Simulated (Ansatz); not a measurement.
BeS:
```
BeS
1.0
    0.00000     2.31459     2.31459
    2.31459     0.00000     2.31459
    2.31459     2.31459     0.00000
S Be
1 1
Cartesian
  0.00000   0.00000   0.00000
  2.31459   2.31459   2.31459
```

Relaxed with PBE.

Q: Which orbitals make up the states near the band edges in DFT-PBE in the program Ansatz with PAW potentials?

A: Top 1 eV of the valence band: S 3p 95 %. Bottom 1 eV of the conduction band: Be 2s 73 %, S 3s 7 %, S 3p 6 %, outside the projected shells 15 %. Projections are on Löwdin-orthogonalised atomic valence shells; empty p or d shells of many metals are not among them.

Q: Tabulate the density of states.

A: States/eV per cell of 2 atoms, in 0.25 eV bins, energy from the valence-band maximum.

| E (eV) | total | S 3p | Be 2s | S 3s |
|---|---|---|---|---|
| -7.87 | 0.00 | 0.00 | 0.00 | 0.00 |
| -7.62 | 0.00 | 0.00 | 0.00 | 0.00 |
| -7.37 | 0.00 | 0.00 | 0.00 | 0.00 |
| -7.12 | 0.14 | 0.10 | 0.03 | 0.00 |
| -6.87 | 0.34 | 0.26 | 0.07 | 0.01 |
| -6.62 | 0.61 | 0.49 | 0.09 | 0.01 |
| -6.37 | 0.94 | 0.78 | 0.11 | 0.03 |
| -6.12 | 1.39 | 1.17 | 0.13 | 0.05 |
| -5.87 | 1.27 | 1.04 | 0.13 | 0.07 |
| -5.62 | 0.67 | 0.52 | 0.07 | 0.06 |
| -5.37 | 0.49 | 0.38 | 0.05 | 0.05 |
| -5.12 | 0.70 | 0.56 | 0.06 | 0.05 |
| -4.87 | 0.70 | 0.58 | 0.05 | 0.04 |
| -4.62 | 0.72 | 0.60 | 0.04 | 0.04 |
| -4.37 | 0.72 | 0.60 | 0.04 | 0.04 |
| -4.12 | 0.70 | 0.59 | 0.03 | 0.03 |
| -3.87 | 0.74 | 0.63 | 0.04 | 0.03 |
| -3.62 | 0.85 | 0.71 | 0.06 | 0.03 |
| -3.37 | 0.97 | 0.82 | 0.06 | 0.03 |
| -3.12 | 1.20 | 1.04 | 0.06 | 0.02 |
| -2.87 | 1.16 | 1.01 | 0.05 | 0.02 |
| -2.62 | 1.11 | 0.98 | 0.04 | 0.02 |
| -2.37 | 1.07 | 0.95 | 0.03 | 0.02 |
| -2.12 | 1.04 | 0.92 | 0.03 | 0.01 |
| -1.87 | 1.00 | 0.90 | 0.02 | 0.01 |
| -1.62 | 0.97 | 0.87 | 0.01 | 0.01 |
| -1.37 | 0.94 | 0.86 | 0.01 | 0.01 |
| -1.12 | 0.89 | 0.82 | 0.01 | 0.01 |
| -0.87 | 0.88 | 0.83 | 0.00 | 0.01 |
| -0.62 | 0.82 | 0.78 | 0.00 | 0.00 |
| -0.37 | 0.78 | 0.75 | 0.00 | 0.00 |
| -0.12 | 0.24 | 0.23 | 0.00 | 0.00 |
| 0.13 | 0.00 | 0.00 | 0.00 | 0.00 |
| 0.38 | 0.00 | 0.00 | 0.00 | 0.00 |
| 0.63 | 0.00 | 0.00 | 0.00 | 0.00 |
| 0.88 | 0.00 | 0.00 | 0.00 | 0.00 |
| 1.13 | 0.04 | 0.00 | 0.04 | 0.00 |
| 1.38 | 0.11 | 0.01 | 0.09 | 0.01 |
| 1.63 | 0.16 | 0.01 | 0.12 | 0.01 |
| 1.88 | 0.22 | 0.02 | 0.15 | 0.01 |
| 2.13 | 0.29 | 0.03 | 0.17 | 0.01 |
| 2.38 | 0.36 | 0.04 | 0.20 | 0.02 |
| 2.63 | 0.43 | 0.04 | 0.21 | 0.02 |
| 2.88 | 0.51 | 0.05 | 0.22 | 0.02 |
| 3.13 | 0.59 | 0.06 | 0.23 | 0.02 |
| 3.38 | 0.69 | 0.07 | 0.22 | 0.01 |
| 3.63 | 0.86 | 0.08 | 0.23 | 0.01 |
| 3.88 | 1.27 | 0.11 | 0.26 | 0.01 |
| 4.13 | 1.10 | 0.11 | 0.20 | 0.01 |
| 4.38 | 0.83 | 0.05 | 0.10 | 0.01 |
| 4.63 | 0.83 | 0.03 | 0.04 | 0.01 |
| 4.88 | 0.97 | 0.03 | 0.02 | 0.01 |
| 5.13 | 0.99 | 0.04 | 0.03 | 0.01 |
| 5.38 | 1.01 | 0.04 | 0.05 | 0.02 |
| 5.63 | 1.05 | 0.05 | 0.07 | 0.04 |

Space group Fm-3m (rock salt). The start of the workflow was typed in or built on a structure type; neither database checked (COD, Materials Project) lists it. COD files the formula under space group No. 216, so this cell is another polymorph or a model. Whether it is the stable phase at ambient conditions was not checked. Symmetry was held in the PBE relaxation; whether a distortion lowers the energy is not shown.

Potentials: the earlier of the program's two PAW sets.
